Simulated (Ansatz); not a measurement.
Density of states of a CuAg4Au7 cell (elements on a fcc lattice, relaxed), per eV and atom, broadened by Gaussian smearing of width 0.1 eV and averaged over bins of 0.4 eV, from 8 eV under the Fermi level at most up to where the solved bands end.

The calculation used Ansatz, DFT PBE, scalar-relativistic, plane waves, PAW.

Plane waves to 420 eV, a k mesh through Γ of 7×7×5 on the computed 12-atom cell and Gaussian smearing (0.10 eV); no spin polarisation.

```
CELL_PARAMETERS angstrom
-4.16067 -4.19862 0.00850
-0.00634 4.19644 4.20037
-3.97207 4.01575 -4.01407
ATOMIC_POSITIONS crystal
Cu 0.33281 0.66665 0.66614
Ag 0.83280 0.16667 0.66614
Ag 0.33285 0.16667 0.66614
Ag 0.00140 0.50072 0.99624
Ag 0.66420 0.83255 0.33604
Au 0.49557 0.99366 0.99329
Au 0.00071 0.00073 0.00401
Au 0.66493 0.33257 0.32828
Au 0.17008 0.33969 0.33901
Au 0.49483 0.50394 0.98852
Au 0.83282 0.66661 0.66614
Au 0.17084 0.82935 0.34377
```

```tsv
E − E_F (eV)	total	Au 5d	Ag 4d	Cu 3d	Au 6s
-7.85	0.105	0.003	0.001	0.000	0.069
-7.45	0.123	0.007	0.003	0.000	0.080
-7.05	0.207	0.024	0.010	0.000	0.125
-6.65	0.458	0.134	0.073	0.002	0.196
-6.25	1.106	0.515	0.294	0.005	0.202
-5.85	2.034	1.130	0.608	0.013	0.147
-5.45	2.040	1.137	0.737	0.021	0.054
-5.05	2.067	1.124	0.840	0.018	0.031
-4.65	2.442	1.281	1.022	0.024	0.049
-4.25	2.729	1.440	1.105	0.031	0.065
-3.85	2.340	1.224	0.947	0.053	0.051
-3.45	2.324	1.307	0.836	0.076	0.047
-3.05	2.122	1.401	0.536	0.090	0.045
-2.65	2.087	1.385	0.539	0.094	0.031
-2.25	1.937	1.162	0.401	0.292	0.042
-1.85	1.912	0.565	0.136	1.119	0.044
-1.45	0.519	0.183	0.047	0.158	0.069
-1.05	0.240	0.068	0.027	0.023	0.059
-0.65	0.296	0.069	0.026	0.016	0.076
-0.25	0.280	0.063	0.018	0.010	0.078
0.15	0.288	0.053	0.017	0.008	0.088
0.55	0.223	0.032	0.011	0.004	0.064
0.95	0.363	0.045	0.015	0.005	0.105
1.35	0.205	0.021	0.007	0.002	0.050
1.75	0.257	0.022	0.008	0.002	0.070
```

The columns after the total are the largest Löwdin projections on the valence shells of the potentials, so they needn't add up, and the weight of a shell that a potential lacks goes to other orbitals. The cell has no gap on the mesh.

Spin-orbit coupling is left out, which matters for the bands of heavy elements.

Cost: 2 runs of about 6.4 core-minutes in all (earlier runs that led there not counted), on Intel Xeon 6975P-C (Granite Rapids) (shared hosts).